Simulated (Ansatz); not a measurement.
K (bcc, W type)

```xyz
2
Lattice="-5.2795 5.2795 5.2795 2.6397 -2.6397 2.6397 2.6397 2.6397 -2.6397" Properties=species:S:1:pos:R:3 pbc="T T T"
K      0.0000     0.0000     0.0000
K     -2.6397     2.6397     2.6397
```

A phonon eigenvector at N = (0.5, 0.0, 0.0) is frozen into this cell: atom i moves by Q times the vector below, so Q is the largest atomic displacement, in Å. The cell is held. (q is in reciprocal vectors of the primitive cell; the cell shown is doubled to hold the pattern.)

```
atom      x       y       z
----  -----  ------  ------
K1    0.000   0.707  -0.707
K2    0.000  -0.707   0.707
```

All values below come from PBE (plane waves to 420 eV, PAW, scalar-relativistic; Ansatz, a program for electronic structure). k mesh 13×13×13 (Γ-centred), Fermi-Dirac smearing 0.05 eV. With partly filled bands, energies and forces of such displacements shift with the k mesh and the smearing. K was relaxed with its symmetry unable to fall. The PAW data are Ansatz's earlier set. 

```json
[
 {"Q (Å)": "-0.280", "−dE/dQ from forces (eV/Å)": "0.029"},
 {"Q (Å)": "-0.233", "−dE/dQ from forces (eV/Å)": "0.022"},
 {"Q (Å)": "-0.187", "−dE/dQ from forces (eV/Å)": "0.016"},
 {"Q (Å)": "-0.140", "−dE/dQ from forces (eV/Å)": "0.012"},
 {"Q (Å)": "-0.093", "−dE/dQ from forces (eV/Å)": "0.007"},
 {"Q (Å)": "-0.047", "−dE/dQ from forces (eV/Å)": "0.004"},
 {"Q (Å)": "0.000", "−dE/dQ from forces (eV/Å)": "0.000"},
 {"Q (Å)": "0.047", "−dE/dQ from forces (eV/Å)": "-0.004"},
 {"Q (Å)": "0.093", "−dE/dQ from forces (eV/Å)": "-0.007"},
 {"Q (Å)": "0.140", "−dE/dQ from forces (eV/Å)": "-0.012"},
 {"Q (Å)": "0.187", "−dE/dQ from forces (eV/Å)": "-0.016"},
 {"Q (Å)": "0.233", "−dE/dQ from forces (eV/Å)": "-0.022"},
 {"Q (Å)": "0.280", "−dE/dQ from forces (eV/Å)": "-0.029"}
]
```

Problem. What harmonic wavenumber does the curvature at Q = 0 give?

Solution. 16 cm⁻¹. E″ = 0.08 eV/Å², M = Σ mᵢ|uᵢ|² = 78.2 u, ν̃ = 521.5·√(|E″|/M).

(A displaced cell: forces are minus the slopes of the energy, force constants its curvatures, and phonons follow from these.)
